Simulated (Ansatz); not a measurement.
The relaxed structure here is a generated cell of Te2Mo: the first start was made by placing the elements on the sites of a structure type, and the end was not matched to a known phase here, so it may be hypothetical. Known forms of Te2Mo include space group No. 194.

One starting cell of Te2Mo (a generated trial cell of Te2Mo in the fluorite structure type) was relaxed twice with Ansatz (plane waves, PAW, scalar-relativistic): with r2SCAN at 500 eV and with PBE at 420 eV. The r2SCAN result:

Space group Fm-3m (No. 225); a = b = c = 6.6394 Å, α = β = γ = 90.00°

```json
[
 {"atom": "Mo", "site": "4a", "symmetry": "m-3m", "x": "0.0000", "y": "0.0000", "z": "0.0000"},
 {"atom": "Te", "site": "8c", "symmetry": "-43m", "x": "0.2500", "y": "0.2500", "z": "0.2500"}
]
```
(The calculation used a cell of 3 atoms; values per cell refer to that cell.)

```tsv
quantity	r2SCAN	PBE
space group	Fm-3m	Fm-3m
volume (Å³/atom)	24.39	24.59
a (Å)	6.639	6.658
gap (eV, no spin-orbit coupling)	0.00	0.00
```

Both levels end in the same structure; PBE's volume is 0.8 % larger. Neither column is exact.

No spin polarisation in the result. A magnetic state may lie lower.

The run could not lower the symmetry of its start; a shaken copy of this end point relaxes with r2SCAN to C2/m (No. 12), 0.10 eV/atom lower.

Ansatz is a program for electronic structure.
